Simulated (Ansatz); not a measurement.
KMgF₃ (cubic perovskite, Pm-3m) under volume change, DFT-r²SCAN in the program Ansatz with PAW potentials, scaled uniformly.

| V (Å³/atom) | E − E(relaxed) (meV/atom) | P (GPa) |
|---|---|---|
| 11.480 | (withheld) | (withheld) |
| 11.859 | (withheld) | (withheld) |
| 12.237 | 2.9 | 2.56 |
| 12.616 | 0.0 | 0.01 |
| 12.994 | 2.6 | -2.15 |
| 13.373 | 9.9 | -3.98 |
| 13.751 | 21.2 | -5.54 |

Problem. Some entries are withheld; supply them.

Solution. 
- 11.859, E − E(relaxed) (meV/atom): 12.4
- 11.859, P (GPa): 5.56
- 11.480, E − E(relaxed) (meV/atom): 29.7
- 11.480, P (GPa): 9.11

Problem. What does a third-order Birch–Murnaghan fit give for V₀, B₀ and B′?

Solution. V₀ = 12.62 Å³/atom, B₀ = 78.0 GPa, B′ = 4.5.

Symmetry was held in the r²SCAN relaxation; phonons on a q-mesh show no instability.

Potentials: the later of the program's two PAW sets.
